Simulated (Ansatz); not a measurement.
Co2Sn: from a guess to a relaxed structure

Computed with Ansatz, DFT PBE, scalar-relativistic, plane waves, PAW. Cutoff 420 eV, Gaussian smearing, Γ-centred meshes. Cell and atoms relax first on a coarse mesh and then on a finer one. In between, the cell is made exact in the group found at 0.06 Å. In metals the finer mesh still leaves noise of several meV/atom or more. The steps can't lower the symmetry of their start. Collinear spin, starting moments Co -3.0 (×2) μB.

Recipe of this trial structure of Co2Sn: random cell by space group and Wyckoff sites (P-6m2, No. 187). The dimensions are guesses.

```xyz
3
Lattice="3.3412 0.0000 0.0000 -1.6706 2.8936 0.0000 0.0000 0.0000 5.0413" Properties=species:S:1:pos:R:3 pbc="T T T"
Co    1.6706    0.9645    3.8087
Co    1.6706    0.9645    1.2326
Sn    0.0000    0.0000    0.0000
```

The zero of energy is the elements' standard structures at the same level; no fitted shifts are applied. The references include grey tin.

Problem. What does it relax into?

Solution. The symmetry stays P-6m2 (No. 187). The volume per atom shrinks by 1.4 %, from 16.2 to 16.0 Å³. The shortest distance goes from 2.29 Å (Co–Sn) to 2.22 Å (Co–Co). The ratio c/a of the conventional cell changes by a factor of 1.43. The energy falls by about 0.82 eV/atom (the start's value is from the coarse mesh). Conventional cell: a = 2.950 Å, c = 6.373 Å. Co has 1 Co at 2.22 Å and 3 Sn at 2.68 Å; Sn has 6 Co at 2.68 Å and 6 Sn at 2.95 Å.

```yaml
crystal:
  lattice:
    - [2.95003, 0.00000, 0.00000]
    - [-1.47502, 2.55480, 0.00000]
    - [0.00000, 0.00000, 6.37330]
  atoms:
    - { symbol: Co, position: [0.66667, 0.33333, 0.67440] }
    - { symbol: Co, position: [0.66667, 0.33333, 0.32560] }
    - { symbol: Sn, position: [0.00000, 0.00000, 0.00000] }
```

Problem. How does it come out in energy, and is it a metal?

Solution.

* Energy over the elements: +0.72 eV/atom
* Gap on the 18×18×8 mesh of the 3-atom cell: 0 eV (a metal)
* Net moment per atom: 1.00 μB
* Moment by site: Co -1.5 (×2) μB

It can't be a ground state, since the elements alone are lower.

The last run used collinear spin and Gaussian smearing of 0.10 eV. The magnetic state reached may not be the lowest. Symmetry constrained the relaxation, so the result can be a saddle point. Site moments count only spheres around the atoms; the net moment includes the space between them.
